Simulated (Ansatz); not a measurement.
Si:
```
CELL_PARAMETERS angstrom
      0.00000     2.71675     2.71675
      2.71675     0.00000     2.71675
      2.71675     2.71675     0.00000
ATOMIC_POSITIONS crystal
  Si 0.50000 0.50000 0.50000
  Si 0.75000 0.75000 0.75000
```

Relaxed with PBEsol.

Task: Which orbitals make up the states near the band edges in the program Ansatz at the PBEsol level (PAW)?

Result: Top 1 eV of the valence band: Si 3p 96 %. Bottom 1 eV of the conduction band: Si 3p 57 %, Si 3s 26 %, outside the projected shells 17 %. Projections are on Löwdin-orthogonalised atomic valence shells; empty p or d shells of many metals are not among them.

Task: Tabulate the density of states.

Result: States/eV per cell of 2 atoms, in 0.25 eV bins, energy from the valence-band maximum.

| E (eV) | total | Si 3p | Si 3s |
|---|---|---|---|
| -7.85 | 0.03 | 0.01 | 0.02 |
| -7.60 | 0.06 | 0.03 | 0.04 |
| -7.35 | 0.34 | 0.14 | 0.20 |
| -7.10 | 0.51 | 0.22 | 0.29 |
| -6.85 | 1.27 | 0.70 | 0.56 |
| -6.60 | 1.06 | 0.59 | 0.46 |
| -6.35 | 0.72 | 0.40 | 0.31 |
| -6.10 | 0.58 | 0.32 | 0.25 |
| -5.85 | 0.48 | 0.27 | 0.21 |
| -5.60 | 0.42 | 0.24 | 0.18 |
| -5.35 | 0.36 | 0.21 | 0.15 |
| -5.10 | 0.31 | 0.18 | 0.13 |
| -4.85 | 0.28 | 0.16 | 0.11 |
| -4.60 | 0.24 | 0.15 | 0.09 |
| -4.35 | 0.50 | 0.41 | 0.08 |
| -4.10 | 1.23 | 1.11 | 0.11 |
| -3.85 | 1.05 | 0.93 | 0.11 |
| -3.60 | 1.00 | 0.89 | 0.10 |
| -3.35 | 1.07 | 0.96 | 0.10 |
| -3.10 | 1.22 | 1.12 | 0.09 |
| -2.85 | 1.49 | 1.39 | 0.09 |
| -2.60 | 1.46 | 1.37 | 0.08 |
| -2.35 | 1.40 | 1.32 | 0.06 |
| -2.10 | 1.32 | 1.25 | 0.06 |
| -1.85 | 1.28 | 1.22 | 0.05 |
| -1.60 | 1.23 | 1.18 | 0.03 |
| -1.35 | 1.16 | 1.12 | 0.02 |
| -1.10 | 0.79 | 0.76 | 0.02 |
| -0.85 | 0.52 | 0.50 | 0.01 |
| -0.60 | 0.38 | 0.36 | 0.01 |
| -0.35 | 0.22 | 0.21 | 0.00 |
| -0.10 | 0.06 | 0.06 | 0.00 |
| 0.15 | 0.00 | 0.00 | 0.00 |
| 0.40 | 0.00 | 0.00 | 0.00 |
| 0.65 | 0.13 | 0.07 | 0.04 |
| 0.90 | 0.31 | 0.18 | 0.09 |
| 1.15 | 0.50 | 0.28 | 0.13 |
| 1.40 | 0.61 | 0.36 | 0.14 |
| 1.65 | 0.78 | 0.45 | 0.19 |
| 1.90 | 1.08 | 0.61 | 0.28 |
| 2.15 | 1.60 | 0.90 | 0.44 |
| 2.40 | 1.83 | 1.09 | 0.44 |
| 2.65 | 1.24 | 0.75 | 0.24 |
| 2.90 | 1.01 | 0.62 | 0.16 |
| 3.15 | 1.15 | 0.76 | 0.12 |
| 3.40 | 1.98 | 1.34 | 0.20 |
| 3.65 | 1.98 | 1.22 | 0.24 |
| 3.90 | 1.54 | 0.96 | 0.17 |
| 4.15 | 1.14 | 0.72 | 0.10 |
| 4.40 | 1.18 | 0.72 | 0.11 |
| 4.65 | 1.11 | 0.61 | 0.15 |
| 4.90 | 1.20 | 0.64 | 0.16 |
| 5.15 | 1.22 | 0.65 | 0.15 |

Space group Fd-3m (diamond). The PBEsol relaxation kept the symmetry of its start.

Potentials: the earlier of the program's two PAW sets. The files were generated under PBE; for other functionals the program regenerates the frozen cores, and for LDA and PBEsol the local potential too.
